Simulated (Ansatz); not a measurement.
**Al$_{3}$InSb$_{4}$: relaxed-ion elastic tensor**

The calculation used Ansatz 0.2.0, DFT PBE, scalar-relativistic, plane waves, PAW. Plane waves to 420 eV; Γ-centred k mesh 6×6×6; fixed occupations. No spin polarisation.

The cell, relaxed at this level:
```
Al In Sb
1.0
    -3.16110    3.16110    6.31680
     3.16110   -3.16110    6.31680
     3.16110    3.16110   -6.31680
Al In Sb
3 1 4
Direct
  0.50000 0.50000 0.00000
  0.25000 0.75000 0.50000
  0.75000 0.25000 0.50000
  0.00000 0.00000 0.00000
  0.86843 0.86843 0.47805
  0.39038 0.39038 0.52195
  0.13157 0.60962 0.00000
  0.60962 0.13157 0.00000
```

It was reached by relaxing an invented guess, and it needn't be the stable form of this composition. Spin–orbit coupling is left out, which matters for heavy elements.

(1) Give the relaxed-ion elastic constants (GPa, Voigt order xx yy zz yz xz xy, on the Cartesian axes of the cell above).

(2) Is the crystal stable against homogeneous strain?

(3) And the moduli of a polycrystal (Hill averages)?

Results:

(1)
C11 = 70.6, C12 = 33.7, C13 = 33.7, C22 = 70.6, C23 = 33.7, C33 = 70.3, C44 = 33.5, C55 = 33.5, C66 = 33.6 GPa; the others vanish.

(2) Yes: the least eigenvalue of the tensor is 33.5 GPa.

(3) B = 46 GPa, G = 26 GPa, E = 66 GPa, ν = 0.26.
